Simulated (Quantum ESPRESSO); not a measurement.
# W7Cu: a guest atom moved from site to site

A calculation, not a measurement. The program is pw.x of Quantum ESPRESSO 7.5 (plane-wave density functional theory). The cell is made up: eight metal atoms on a body-centred cubic lattice, with elements, volume, strain and displacements drawn at random and not relaxed, so it may be unstable or far from any real phase. PseudoDojo standard norm-conserving files set the functional (PBE unless stated); there is no spin polarisation or spin-orbit coupling, the Fermi-Dirac width of 0.25 eV means electrons at about 2900 K, and the masses in the input are unused placeholders. The copper pseudopotential is less sure than most, with forces differing by about three percent and pressure by about two GPa from a second method on plain copper. Heavy elements are run without spin-orbit coupling, which real alloys of them have. A spin test at this wide smearing found no moment, but such smearing suppresses magnetism that the real alloy may have.

The runs move one Cu atom among sites that otherwise hold W. Cell, positions, cutoff, mesh and smearing stay as in the input of run 1; sites are counted in its order. Stress in the tables is positive in tension.

Input of run 1:

```
&control calculation='scf', pseudo_dir='./dojo.nc.sr.pbe.v0_5.standard.upf', outdir='./o', disk_io='minimal', tprnfor=.true., tstress=.true. /
&system ibrav=0, nat=8, ntyp=2, nbnd=76, ecutwfc=92.02030273, nosym=.true., tot_charge=0,
 occupations='smearing', smearing='fd', degauss=0.0183746611
/
&electrons conv_thr=1.470e-08, electron_maxstep=70, mixing_beta=0.5 /
ATOMIC_SPECIES
Cu 1.0 Cu.upf
W 1.0 W.upf
CELL_PARAMETERS angstrom
-0.0221 -3.0761 0.0545
3.0326 -0.0324 3.0911
-7.7092 1.401 4.7481
ATOMIC_POSITIONS angstrom
W -0.0068 -0.0635 -0.0048
Cu 0.0789 -0.0251 3.1857
W -3.0962 -0.0492 3.124
W -3.1276 -0.1803 6.3558
W 1.5301 -1.5162 1.4971
W -1.5917 -1.5599 1.7919
W -1.6158 -1.6203 4.796
W -4.5476 -1.7902 4.7001
K_POINTS automatic
8 6 3 1 1 1
```

| run | elements on sites 1 to 8 | free energy less that of run 1 (eV) | -TS (eV) | pressure (GPa) | stress xx (GPa) | stress yy (GPa) | stress zz (GPa) | stress yz (GPa) | stress xz (GPa) | stress xy (GPa) | iterations |
| --- | --- | --- | --- | --- | --- | --- | --- | --- | --- | --- | --- |
| 1 | W Cu W W W W W W | 0.000 | -1.076 | 25.61 | -26.00 | -28.33 | -22.48 | -6.49 | -2.32 | 2.63 | 21 |
| 2 | W W Cu W W W W W | -0.239 | -1.102 | 22.50 | -22.78 | -26.04 | -18.67 | -5.59 | -4.13 | 1.81 | 21 |
| 3 | W W W W Cu W W W | 0.020 | -1.092 | 25.50 | -24.64 | -27.55 | -24.32 | -6.55 | -2.26 | 2.79 | 21 |
| 4 | W W W W W Cu W W | -0.093 | -1.078 | 24.87 | -24.41 | -27.03 | -23.17 | -5.78 | -4.22 | 2.00 | 21 |
| 5 | W W W W W W Cu W | -0.250 | -1.050 | 24.26 | -24.56 | -27.96 | -20.26 | -6.53 | -1.34 | 2.87 | 21 |
| 6 | W W W W W W W Cu | -0.245 | -1.066 | 24.23 | -24.40 | -27.16 | -21.11 | -5.89 | -3.05 | 2.36 | 21 |

Forces Fx Fy Fz (eV/Å):

| site | run 1 | run 2 | run 3 | run 4 | run 5 | run 6 |
| --- | --- | --- | --- | --- | --- | --- |
| 1 | -1.35 1.04 0.94 | -0.02 1.08 0.43 | -0.79 0.59 0.73 | -0.82 1.00 0.62 | -0.08 1.10 0.38 | 0.32 1.07 0.17 |
| 2 | 0.04 -0.11 -0.09 | -1.62 -0.07 0.47 | -0.06 -0.24 -0.75 | -0.40 -0.08 -0.39 | -1.30 -0.16 0.08 | -1.22 -0.26 -0.30 |
| 3 | 1.10 -0.90 0.53 | 0.15 -0.34 0.22 | 0.56 -0.88 1.51 | 1.31 -0.74 0.24 | 0.41 -0.87 0.87 | -0.26 -0.50 1.93 |
| 4 | -0.22 -0.42 -1.08 | 0.56 -0.55 -1.41 | -1.11 -0.42 -0.02 | -0.08 -0.40 -1.22 | 0.38 -0.36 -1.52 | -0.38 0.10 -0.51 |
| 5 | -0.46 -1.22 1.35 | -0.18 -1.23 1.31 | 0.14 -0.50 -0.05 | -0.71 -1.24 1.31 | -0.12 -1.26 1.20 | 0.30 -1.02 0.52 |
| 6 | 1.88 -0.28 -2.06 | 1.37 -0.25 -1.22 | 2.90 -0.29 -2.66 | 1.07 -0.20 -0.55 | 1.55 -0.28 -1.65 | 2.26 -0.30 -2.52 |
| 7 | 0.91 -0.21 -1.78 | 0.24 -0.32 -0.94 | 0.41 -0.18 -1.10 | 1.39 -0.37 -2.12 | -0.11 -0.10 -0.67 | -0.76 -0.06 -0.07 |
| 8 | -1.91 2.09 2.19 | -0.48 1.67 1.14 | -2.03 1.92 2.34 | -1.77 2.03 2.10 | -0.74 1.94 1.30 | -0.26 0.97 0.79 |

The sites are displaced and not relaxed, so the energy differences mix bonding between neighbours with strain and are not ordering energies. A rerun of one cell of this series at a higher cutoff and on a denser mesh moved values by no more than 0.010 eV in energy, 0.09 GPa in stress and 0.007 eV/Å in force, and a second program with other atomic files agreed on that cell to 2 % rms in force and 0.5 GPa in pressure.